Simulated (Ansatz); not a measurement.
BN (h-BN type, space group P6_3/mmc)

```
BN
1.0
    2.50059     0.00000     0.00000
   -1.25029     2.16557     0.00000
    0.00000     0.00000     6.52584
B N
2 2
Direct
  0.33333   0.66667   0.25000
  0.66667   0.33333   0.75000
  0.33333   0.66667   0.75000
  0.66667   0.33333   0.25000
```

E(V) scan at fixed shape, V₀ the volume above. Symmetry pins the atoms to their sites.

The numbers are results of r2SCAN+rVV10 (plane waves to 500 eV, PAW, scalar-relativistic; Ansatz, a quantum-chemistry and plane-wave program), not measurements. k mesh 15×15×5 (Γ-centred), Fermi-Dirac smearing 0.05 eV. Energies are smeared free energies. Stress and pressure are positive under compression. With the shape held, the modulus is that of even scaling; a crystal free to change shape is softer. BN was relaxed with its symmetry unable to fall. ΔE is measured from the relaxed starting cell.

```csv
V (Å³/atom),ΔE (meV/atom)
7.951,82.6
8.172,44.6
8.393,19.0
8.614,4.6
8.835,0.0
9.056,4.2
9.276,withheld
9.497,35.5
9.718,60.9
```

**Question.** Fit a third-order Birch-Murnaghan form (E₀, V₀, B₀, B₀′ free) to the given rows and predict ΔE at V = 9.276.

**Answer.** Least squares on the 8 given rows: ΔE = E₀ + (9V₀B₀/16)·y²·[2 + (B₀′ − 4)y], y = (V₀/V)^(2/3) − 1, with V₀ = 8.835 Å³/atom, B₀ = 255.6 GPa (160.2 GPa = 1 eV/Å³; the term in eV is multiplied by 1000), B₀′ = 3.53, E₀ = -0.01 meV/atom; root-mean-square residual 0.03 meV/atom. At 9.276 the fit gives 16.3 meV/atom; the calculation gives 16.4 meV/atom, so the interpolation is off by -0.1 (-0.6 %). For the pressure the fit gives -11.4 GPa against the computed -11.4 GPa.

(Under strain, the slope of the energy per volume gives the stress and its curvature an elastic modulus.)
